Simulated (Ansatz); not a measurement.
GaP (zinc blende, F-43m), a = 5.4389 Å, b = 5.4389 Å, c = 5.4389 Å, α = 90.00°, β = 90.00°, γ = 90.00°; the cell used has 2 atoms.

Relaxed with PBEsol.

Q: Give the optical modes at the zone centre with their infrared activity from DFPT, PBEsol in the plane-wave PAW code Ansatz.

A: Transverse frequencies, without the LO–TO term; a row sums one degenerate level.

| ω (cm⁻¹) | degeneracy | IR ((D/Å)²/amu) | activity | symmetry |
|---|---|---|---|---|
| 357 | 3 | 14.37 | IR | T2 |

Q: How high does the top mode go among those that the LO–TO term moves?

A: 389 cm⁻¹ for q along x.

The cell was relaxed with PBEsol under the symmetry of its start. Scalar-relativistic: spin–orbit coupling is off unless named, which matters more the heavier the elements.

Potentials: the earlier of the program's two PAW sets. The files were generated under PBE; for other functionals the program regenerates the frozen cores, and for LDA and PBEsol the local potential too.
